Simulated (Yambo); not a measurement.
A G0W0@PBEsol run in Yambo for WZnO4 (space group P2/c, No. 13) (4×2×2 Γ-centred k mesh, bands 11 to 225 and a 7 Ry block in the screening, 225 bands in G with the Bruneval-Gonze terminator, plasmon pole fitted at 27.2 eV) gives these matrix elements, in eV, at the band edges ((0, -0.5, 0) → (0, -0.5, 0)):

| state | E0 | <Vxc> | <Σx> | <Σc(E0)> | Z |
|---|---|---|---|---|---|
| valence edge | 0.000 | -21.974 | -27.221 | 4.602 | 0.784 |
| conduction edge | 2.894 | -17.372 | -11.923 | -3.988 | 0.819 |

Solve the linearised quasiparticle equation for both states, give the gap, and say how exchange and correlation each act on it.

E = E0 + Z(Σx + Σc − Vxc). Valence: 0.000 + 0.784 × (-27.221 + (4.602) − (-21.974)) = -0.51 eV. Conduction: 2.894 + 0.819 × (-11.923 + (-3.988) − (-17.372)) = 4.09 eV. The gap is 4.60 eV, against 2.89 eV in PBEsol. Replacing Vxc by bare exchange alone would open it by 10.70 eV; correlation takes back 8.59 eV of that, and Z scales what is left. Nearest settings tried, and what they do to the gap: 108 bands in G: +56 meV; 124 bands in W: +150 meV; 6 Ry block (231 vectors against 281): +7 meV; 2×2×2 mesh: -6 meV. So the settings aren't converged at that level. Oxides, nitrides and fluorides with a shallow 3d shell are known to need far more bands and larger blocks. Spin-orbit coupling is left out, which matters for elements this heavy: edges can move by tenths of an eV.

Geometry of the Materials Project entry, not relaxed at this level; primitive cell a = 4.6767 Å, b = 5.7297 Å, c = 4.9365 Å, α = γ = 90.00°, β = 90.59°.
